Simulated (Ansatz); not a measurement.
MgZrF6 under strains and displacements

Computed with DFT PBEsol, scalar-relativistic, plane waves, PAW in Ansatz 0.2.0.

Settings: cutoff 420 eV, Γ-centred mesh 6×6×6 on the computed 8-atom cell, Gaussian smearing of 0.02 eV; no spin polarisation.

Reference cell:

```
CELL_PARAMETERS angstrom
0.00000 3.98802 3.98802
3.98802 0.00000 3.98802
3.98802 3.98802 0.00000
ATOMIC_POSITIONS crystal
Mg 0.50000 0.50000 0.50000
Zr 0.00000 0.00000 0.00000
F 0.74762 0.25238 0.25238
F 0.25238 0.74762 0.74762
F 0.25238 0.74762 0.25238
F 0.74762 0.25238 0.74762
F 0.25238 0.25238 0.74762
F 0.74762 0.74762 0.25238
```

Each variant moves atoms of this cell by the vectors given, if any (Å), and then applies a symmetric strain (tensor components, Cartesian axes). The reference cell isn't relaxed at this level. Energies are per atom at zero smearing, counted from the reference cell. Pressure is positive in compression.

1. strain (xx yy zz yz xz xy, %) 2.49 -3.19 -0.83 -1.39 0.26 -0.86; moves: Mg1 (-0.030, 0.012, -0.023); Zr2 (0.027, -0.033, 0.025); F3 (-0.003, -0.004, -0.007); F4 (-0.001, -0.006, -0.064); F5 (0.036, 0.089, 0.008); F6 (-0.056, -0.070, 0.040); F7 (0.025, 0.010, 0.024); F8 (0.003, 0.002, -0.004)
2. strain (xx yy zz yz xz xy, %) -3.05 -6.37 -0.68 1.06 -2.39 -0.51; moves: Mg1 (0.021, 0.038, -0.048); Zr2 (-0.022, 0.025, 0.057); F3 (-0.051, 0.007, -0.012); F4 (0.028, -0.061, 0.029); F5 (-0.050, -0.036, 0.033); F6 (0.017, 0.035, -0.020); F7 (0.017, -0.036, -0.003); F8 (0.041, 0.029, -0.036)
3. strain (xx yy zz yz xz xy, %) -2.70 -4.10 -3.68 1.55 -3.00 -1.20; moves: Mg1 (0.055, -0.045, 0.020); Zr2 (0.009, -0.046, 0.049); F3 (-0.033, 0.044, -0.109); F4 (0.089, -0.078, -0.093); F5 (-0.069, -0.018, 0.058); F6 (-0.036, 0.002, 0.076); F7 (0.021, 0.025, 0.011); F8 (-0.037, 0.118, -0.012)
4. strain (xx yy zz yz xz xy, %) -1.72 -1.72 -1.72 0.00 0.00 0.00; moves: F3 (0.069, 0.000, 0.000); F4 (-0.069, 0.000, 0.000); F5 (0.000, 0.069, 0.000); F6 (0.000, -0.069, 0.000); F7 (0.000, 0.000, 0.069); F8 (0.000, 0.000, -0.069)
5. no strain; moves: F4 (0.375, 0.000, 0.000)
6. strain (xx yy zz yz xz xy, %) -0.19 -0.19 -0.19 0.00 0.00 0.00; moves: F3 (0.115, 0.000, 0.000); F4 (-0.115, 0.000, 0.000); F5 (0.000, 0.115, 0.000); F6 (0.000, -0.115, 0.000); F7 (0.000, 0.000, 0.115); F8 (0.000, 0.000, -0.115)
7. strain (xx yy zz yz xz xy, %) -3.71 -3.71 -3.71 0.00 0.00 0.00; moves: F3 (0.069, 0.000, 0.000); F4 (-0.069, 0.000, 0.000); F5 (0.000, 0.069, 0.000); F6 (0.000, -0.069, 0.000); F7 (0.000, 0.000, 0.069); F8 (0.000, 0.000, -0.069)

The reference cell has pressure -0.13 GPa, largest force 0.225 eV/Å and gap 6.86 eV.

```csv
variant,ΔE (meV/atom),P (GPa),largest force (eV/Å),gap on mesh (eV),space group
1,?,?,?,?,?
2,133.7,16.14,4.11,7.08,P1
3,?,?,?,?,?
4,57.7,1.86,1.96,6.35,Fm-3m
5,248.6,11.68,14.43,7.18,I4mm
6,154.1,-3.43,3.33,5.50,Fm-3m
7,88.7,9.65,1.72,6.76,Fm-3m
```

Task: Give the withheld rows.

Result:
```csv
variant,ΔE (meV/atom),P (GPa),largest force (eV/Å),gap on mesh (eV),space group
1,42.4,0.39,1.98,6.33,P1
3,103.7,15.39,3.07,7.53,P1
```

Cost: 8 runs of about 3.3 core-minutes in all, on Arm Neoverse V1 (shared hosts).